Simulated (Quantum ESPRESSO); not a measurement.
# Ti2TaO5F3: finding a planted mistake in a log

Simulated, not a measurement. The program is pw.x of Quantum ESPRESSO 7.5 (plane-wave density functional theory). The cell is made up: 11 atoms on a rutile lattice with one site empty, with randomly drawn elements, strain and displacements, not relaxed. PseudoDojo standard norm-conserving files (v0.5 for PBE, v0.4.1 for LDA and PBEsol) set the functional; there is no spin polarisation, spin-orbit coupling or dispersion term, and the masses in the input are unused placeholders.

Intended input:

```
&control calculation='scf', pseudo_dir='./dojo.nc.sr.pbe.v0_5.standard.upf', outdir='./o', disk_io='low', tprnfor=.true., tstress=.true. /
&system ibrav=0, nat=11, ntyp=4, nbnd=50, ecutwfc=84.00895049, nosym=.true., tot_charge=0,
 occupations='smearing', smearing='fd', degauss=0.0018374661
/
&electrons conv_thr=7.350e-09, electron_maxstep=60, /
ATOMIC_SPECIES
F 1.0 F.upf
O 1.0 O.upf
Ta 1.0 Ta.upf
Ti 1.0 Ti.upf
CELL_PARAMETERS angstrom
4.8446 0.0 0.0
0.0 4.8446 0.0
0.0 0.0 6.245
ATOMIC_POSITIONS angstrom
Ti 0.0732 0.107 0.044
Ta 2.4631 2.5095 1.5763
Ti 2.345 2.5543 4.7082
O 1.5045 1.4144 -0.1433
O 3.3932 3.3481 0.0536
O 3.9745 1.1046 1.5076
O 0.9421 4.0513 1.63
O 1.6042 1.6162 3.155
F 3.371 3.3251 2.9972
F 3.8134 0.9389 4.5651
F 0.9859 3.7725 4.7325
K_POINTS automatic
5 5 4 1 1 1
```

The log is shortened where brackets say so; the opening notice, blank lines, dates and the lines on written files are dropped, and the path of the files is cut. It prints rydbergs, bohrs and kilobars, and counts compression as positive stress. Where no state is partly filled, the Fermi energy that it prints is only some level between the filled and the empty states on the mesh, and need not lie in the true gap.

Log of the intended run:

```
     Program PWSCF v.7.5
     Parallel version (MPI & OpenMP), running on       4 processor cores
     Number of MPI processes:                 4
     Threads/MPI process:                     1
     [start-up lines left out]
     bravais-lattice index     =            0
     lattice parameter (alat)  =       9.1550  a.u.
     unit-cell volume          =     989.1107 (a.u.)^3
     number of atoms/cell      =           11
     number of atomic types    =            4
     number of electrons       =        88.00
     number of Kohn-Sham states=           50
     kinetic-energy cutoff     =      84.0090  Ry
     charge density cutoff     =     336.0358  Ry
     scf convergence threshold =      7.3E-09
     mixing beta               =       0.7000
     number of iterations used =            8  plain     mixing
     Exchange-correlation= PBE
                           (   1   4   3   4   0   0   0)
     [axes and pseudopotential details left out]
   Cartesian axes
     site n.     atom                  positions (alat units)
         1        Ti     tau(   1) = (   0.0151096   0.0220864   0.0090823  )
         2        Ta     tau(   2) = (   0.5084217   0.5179994   0.3253726  )
         3        Ti     tau(   3) = (   0.4840441   0.5272468   0.9718449  )
         4        O      tau(   4) = (   0.3105520   0.2919539  -0.0295793  )
         5        O      tau(   5) = (   0.7004087   0.6910994   0.0110639  )
         6        O      tau(   6) = (   0.8203980   0.2280064   0.3111918  )
         7        O      tau(   7) = (   0.1944639   0.8362507   0.3364571  )
         8        O      tau(   8) = (   0.3311316   0.3336086   0.6512406  )
         9        F      tau(   9) = (   0.6958263   0.6863518   0.6186682  )
        10        F      tau(  10) = (   0.7871444   0.1938034   0.9423069  )
        11        F      tau(  11) = (   0.2035049   0.7787021   0.9768608  )
     number of k points=    50  Fermi-Dirac smearing, width (Ry)=  0.0018
                       cart. coord. in units 2pi/alat
        k(    1) = (   0.1000000   0.1000000   0.0969696), wk =   0.0400000
        k(    2) = (   0.1000000   0.1000000   0.2909087), wk =   0.0400000
     [further k points left out]
     Dense  grid:   102933 G-vectors     FFT dimensions: (  54,  54,  72)
     Estimated max dynamical RAM per process >     291.73 MB
     Estimated total dynamical RAM >       1.07 GB
     Initial potential from superposition of free atoms
     starting charge      87.9959, renormalised to      88.0000
     Starting wfcs are   62 randomized atomic wfcs
     total cpu time spent up to now is        4.4 secs
     per-process dynamical memory:   225.3 Mb
     Self-consistent Calculation
     iteration #  1     ecut=    84.01 Ry     beta= 0.70
     Davidson diagonalization with overlap
     ethr =  1.00E-02,  avg # of iterations =  2.0
     total cpu time spent up to now is       11.9 secs
     total energy              =    -678.98532759 Ry
     estimated scf accuracy    <       5.01803621 Ry
     iteration #  2     ecut=    84.01 Ry     beta= 0.70
     Davidson diagonalization with overlap
     ethr =  5.70E-03,  avg # of iterations =  6.6
     total cpu time spent up to now is       26.5 secs
     total energy              =    -671.64359928 Ry
     estimated scf accuracy    <      96.81642291 Ry
     [iterations 3 to 19 left out]
     iteration # 20     ecut=    84.01 Ry     beta= 0.70
     Davidson diagonalization with overlap
     ethr =  5.87E-11,  avg # of iterations =  4.9
     total cpu time spent up to now is      181.6 secs
     total energy              =    -681.85342185 Ry
     estimated scf accuracy    <          8.7E-09 Ry
     iteration # 21     ecut=    84.01 Ry     beta= 0.70
     Davidson diagonalization with overlap
     ethr =  9.89E-12,  avg # of iterations =  4.9
     total cpu time spent up to now is      191.0 secs
     End of self-consistent calculation
     [lines on levels left out]
     the Fermi energy is     6.1687 ev
!    total energy              =    -681.85342185 Ry
     estimated scf accuracy    <          1.6E-09 Ry
     smearing contrib. (-TS)   =      -0.00000000 Ry
     internal energy E=F+TS    =    -681.85342185 Ry
     The total energy is F=E-TS. E is the sum of the following terms:
     one-electron contribution =    -308.10739714 Ry
     hartree contribution      =     189.93289479 Ry
     xc contribution           =    -138.50423342 Ry
     ewald contribution        =    -425.17468608 Ry
     convergence has been achieved in  21 iterations
     Forces acting on atoms (cartesian axes, Ry/au):
     atom    1 type  4   force =    -0.03104121    0.02084871    0.18076727
     atom    2 type  3   force =    -0.06606507   -0.08553782   -0.00604984
     atom    3 type  4   force =    -0.00129122   -0.15237027   -0.04475427
     atom    4 type  2   force =     0.01972934    0.05196145    0.00060823
     atom    5 type  2   force =    -0.00804891    0.02422489   -0.05405429
     atom    6 type  2   force =    -0.03703604    0.00799409   -0.10951689
     atom    7 type  2   force =     0.04279440   -0.04924984   -0.13695755
     atom    8 type  2   force =     0.05182706    0.07279941    0.02381899
     atom    9 type  1   force =     0.04455797    0.05684244    0.06517270
     atom   10 type  1   force =     0.00250826    0.01967253    0.06277246
     atom   11 type  1   force =    -0.01793459    0.03281443    0.01819320
     Total force =     0.371754     Total SCF correction =     0.000098
     Computing stress (Cartesian axis) and pressure
          total   stress  (Ry/bohr**3)                   (kbar)     P=     -142.70
  -0.00079445   0.00034747  -0.00000879         -116.87       51.11       -1.29
   0.00034747  -0.00086243  -0.00001990           51.11     -126.87       -2.93
  -0.00000879  -0.00001990  -0.00125322           -1.29       -2.93     -184.36
     init_run     :      4.12s CPU      4.29s WALL (       1 calls)
     electrons    :    185.31s CPU    186.59s WALL (       1 calls)
     forces       :      1.60s CPU      1.62s WALL (       1 calls)
     stress       :      5.36s CPU      5.52s WALL (       1 calls)
     [timing details left out]
     PWSCF        :   3m16.57s CPU   3m18.28s WALL
     JOB DONE.
```

A second run was made from an input with one planted mistake. Its log:

```
     Program PWSCF v.7.5
     Parallel version (MPI & OpenMP), running on       4 processor cores
     Number of MPI processes:                 4
     Threads/MPI process:                     1
     [start-up lines left out]
     bravais-lattice index     =            0
     lattice parameter (alat)  =       9.1550  a.u.
     unit-cell volume          =     989.1107 (a.u.)^3
     number of atoms/cell      =           11
     number of atomic types    =            4
     number of electrons       =        88.00
     number of Kohn-Sham states=           50
     kinetic-energy cutoff     =      84.0090  Ry
     charge density cutoff     =     336.0358  Ry
     scf convergence threshold =      7.3E-09
     mixing beta               =       0.7000
     number of iterations used =            8  plain     mixing
     Exchange-correlation= PBE
                           (   1   4   3   4   0   0   0)
     [axes and pseudopotential details left out]
   Cartesian axes
     site n.     atom                  positions (alat units)
         1        Ti     tau(   1) = (   0.0151096   0.0220864   0.0090823  )
         2        Ta     tau(   2) = (   0.5084217   0.5179994   0.3253726  )
         3        Ti     tau(   3) = (   0.4840441   0.5272468   0.9718449  )
         4        O      tau(   4) = (   0.3105520   0.2919539  -0.0295793  )
         5        O      tau(   5) = (   0.7004087   0.6910994   0.0110639  )
         6        O      tau(   6) = (   0.8203980   0.2280064   0.3111918  )
         7        F      tau(   7) = (   0.1944639   0.8362507   0.3364571  )
         8        O      tau(   8) = (   0.3311316   0.3336086   0.6512406  )
         9        F      tau(   9) = (   0.6958263   0.6863518   0.6186682  )
        10        F      tau(  10) = (   0.7871444   0.1938034   0.9423069  )
        11        O      tau(  11) = (   0.2035049   0.7787021   0.9768608  )
     number of k points=    50  Fermi-Dirac smearing, width (Ry)=  0.0018
                       cart. coord. in units 2pi/alat
        k(    1) = (   0.1000000   0.1000000   0.0969696), wk =   0.0400000
        k(    2) = (   0.1000000   0.1000000   0.2909087), wk =   0.0400000
     [further k points left out]
     Dense  grid:   102933 G-vectors     FFT dimensions: (  54,  54,  72)
     Estimated max dynamical RAM per process >     291.73 MB
     Estimated total dynamical RAM >       1.07 GB
     Initial potential from superposition of free atoms
     starting charge      87.9959, renormalised to      88.0000
     Starting wfcs are   62 randomized atomic wfcs
     total cpu time spent up to now is        4.3 secs
     per-process dynamical memory:   225.3 Mb
     Self-consistent Calculation
     iteration #  1     ecut=    84.01 Ry     beta= 0.70
     Davidson diagonalization with overlap
     ethr =  1.00E-02,  avg # of iterations =  2.0
     total cpu time spent up to now is       11.4 secs
     total energy              =    -679.02914225 Ry
     estimated scf accuracy    <       5.01492392 Ry
     iteration #  2     ecut=    84.01 Ry     beta= 0.70
     Davidson diagonalization with overlap
     ethr =  5.70E-03,  avg # of iterations =  6.8
     total cpu time spent up to now is       25.7 secs
     total energy              =    -672.15941645 Ry
     estimated scf accuracy    <      81.86429187 Ry
     [iterations 3 to 33 left out]
     iteration # 34     ecut=    84.01 Ry     beta= 0.70
     Davidson diagonalization with overlap
     ethr =  2.46E-10,  avg # of iterations =  5.5
     total cpu time spent up to now is      291.0 secs
     total energy              =    -681.86746586 Ry
     estimated scf accuracy    <       0.00000004 Ry
     iteration # 35     ecut=    84.01 Ry     beta= 0.70
     Davidson diagonalization with overlap
     ethr =  4.96E-11,  avg # of iterations =  4.8
     total cpu time spent up to now is      299.1 secs
     End of self-consistent calculation
     [lines on levels left out]
     the Fermi energy is     6.1033 ev
!    total energy              =    -681.86746586 Ry
     estimated scf accuracy    <          4.6E-09 Ry
     smearing contrib. (-TS)   =      -0.00000000 Ry
     internal energy E=F+TS    =    -681.86746586 Ry
     The total energy is F=E-TS. E is the sum of the following terms:
     one-electron contribution =    -307.26112429 Ry
     hartree contribution      =     189.56784334 Ry
     xc contribution           =    -138.51170322 Ry
     ewald contribution        =    -425.66248169 Ry
     convergence has been achieved in  35 iterations
     Forces acting on atoms (cartesian axes, Ry/au):
     atom    1 type  4   force =    -0.03531899    0.04375843   -0.03110847
     atom    2 type  3   force =     0.00972441   -0.18235386    0.01143409
     atom    3 type  4   force =    -0.09561334   -0.01339672   -0.04732752
     atom    4 type  2   force =    -0.00817084    0.01430485    0.05917312
     atom    5 type  2   force =    -0.00080859    0.03325260    0.00332093
     atom    6 type  2   force =    -0.04832665    0.01614022   -0.09408243
     atom    7 type  1   force =     0.02855113   -0.03332905   -0.04610073
     atom    8 type  2   force =     0.05222741    0.06746070   -0.05155049
     atom    9 type  1   force =     0.04077201    0.05936503    0.03667972
     atom   10 type  1   force =     0.01904266    0.00222145    0.08158007
     atom   11 type  2   force =     0.03792078   -0.00742364    0.07798171
     Total force =     0.317212     Total SCF correction =     0.000200
     Computing stress (Cartesian axis) and pressure
          total   stress  (Ry/bohr**3)                   (kbar)     P=     -144.54
  -0.00093087   0.00038187   0.00025432         -136.94       56.17       37.41
   0.00038187  -0.00086340  -0.00020725           56.17     -127.01      -30.49
   0.00025432  -0.00020725  -0.00115351           37.41      -30.49     -169.69
     init_run     :      4.12s CPU      4.28s WALL (       1 calls)
     electrons    :    292.56s CPU    294.83s WALL (       1 calls)
     forces       :      1.62s CPU      1.64s WALL (       1 calls)
     stress       :      5.48s CPU      5.70s WALL (       1 calls)
     [timing details left out]
     PWSCF        :   5m 3.89s CPU   5m 6.65s WALL
     JOB DONE.
```

Question: what was wrong in the second input?

Answer: two atoms have their elements exchanged. The input lines that differ, file-writing options aside:

```
- O 0.9421 4.0513 1.63
+ F 0.9421 4.0513 1.63
- F 0.9859 3.7725 4.7325
+ O 0.9859 3.7725 4.7325
```

|  | intended run | run with the mistake |
| --- | --- | --- |
| free energy (eV) | -9277.088 | -9277.279 |
| smearing term -TS (eV) | 0.0000 | 0.0000 |
| pressure (GPa) | -14.27 | -14.45 |
| largest force component (eV/Å) | 4.648 | 4.689 |
| largest change of a force component (eV/Å) |  | 5.448 |
| iterations | 21 | 35 |

For scale, a rerun of the intended cell at a cutoff of 1437 eV and k mesh 7 x 7 x 6 moved values by no more than 0.004 eV in energy, 0.03 GPa in stress and 0.003 eV/Å in force.